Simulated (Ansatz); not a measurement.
CsZn4P3:
```xyz
8
Lattice="4.0573 0.0000 0.0000 0.0000 4.0573 0.0000 0.0000 0.0000 10.4186" Properties=species:S:1:pos:R:3 pbc="T T T"
Cs     0.0000     0.0000     5.2093
Zn     2.0287     0.0000     8.8459
Zn     2.0287     0.0000     1.5727
Zn     0.0000     2.0287     8.8459
Zn     0.0000     2.0287     1.5727
P      2.0287     2.0287     7.5758
P      2.0287     2.0287     2.8428
P      0.0000     0.0000     0.0000
```

Relaxed with r²SCAN.

Task: Give the Bader charges and basin volumes of the independent atoms, r²SCAN in the plane-wave PAW code Ansatz.

Result: 

```json
[
 {"atom": "Cs1", "Bader charge (e)": "+0.78", "Bader volume (Å³)": "35.5"},
 {"atom": "Zn2", "Bader charge (e)": "+0.65", "Bader volume (Å³)": "13.8"},
 {"atom": "P6", "Bader charge (e)": "-1.09", "Bader volume (Å³)": "29.1"},
 {"atom": "P8", "Bader charge (e)": "-1.20", "Bader volume (Å³)": "22.8"}
]
```

Space group P4/mmm. The first step of the workflow began from a Materials Project structure, measured or hypothetical; the Crystallography Open Database files this formula in space group No. 123, but the cells were not matched. Its standing as an ambient phase is unchecked. The r²SCAN relaxation kept the symmetry of its start; whether a distortion lowers the energy is not shown. Scalar-relativistic: spin–orbit coupling is off unless named, which matters more the heavier the elements.

Potentials: the later of the program's two PAW sets.
